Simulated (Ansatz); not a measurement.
**Ta2N: how the energy converges with the cutoff**

Ta2N, P-31m, a = 5.297 Å, c = 4.939 Å. The structure is a Materials Project entry; whether it is the stable form wasn't checked. Ansatz: PBEsol, PAW, cutoff varied, Γ-centred 12×12×8 mesh on 9 atoms, Gaussian smearing 0.10 eV; no spin polarisation. Single points at one geometry, the cutoff alone changed; ΔE is the energy at zero smearing over the run at 850 eV (runs within 0.3 meV/atom of it are left out). The runs up to 380 eV lie under the cutoff recommended for these PAW datasets.

| cutoff (eV) | ΔE (meV/atom) |
| --- | --- |
| 150 | 8737.42 |
| 200 | 1833.71 |
| 250 | 417.05 |
| 300 | 103.30 |
| 350 | ? |
| 380 | 9.75 |
| 420 | 2.38 |
| 460 | 0.68 |
| 520 | 0.42 |

Q: Assume ΔE falls exponentially with the cutoff, fit y = ln ΔE against x, the cutoff in eV, to the other rows, and predict the missing value.

A: y = 9.075, 7.514, 6.033, 4.638, 2.277, 0.867, -0.386, -0.868. Means x = 335.0, y = 3.6437; Σ(Δx)² = 120000, ΣΔxΔy = -3401; the slope is their ratio. y = 13.14 − 0.02834 x, a factor of ten per 81 eV. At 350 eV this gives ΔE = 25.05 meV/atom. The run gave 24.82, a ratio of 1.01. Between neighbouring rows the decay runs from a factor of ten per 65 eV to one per 287 eV, so one exponential is only a rough guide. The fast fall gives way to a slow tail.

Cost: 12 runs of about 22 core-minutes in all, on Intel Xeon Processor @ 2.50GHz (Skylake/Cascade Lake) (shared hosts).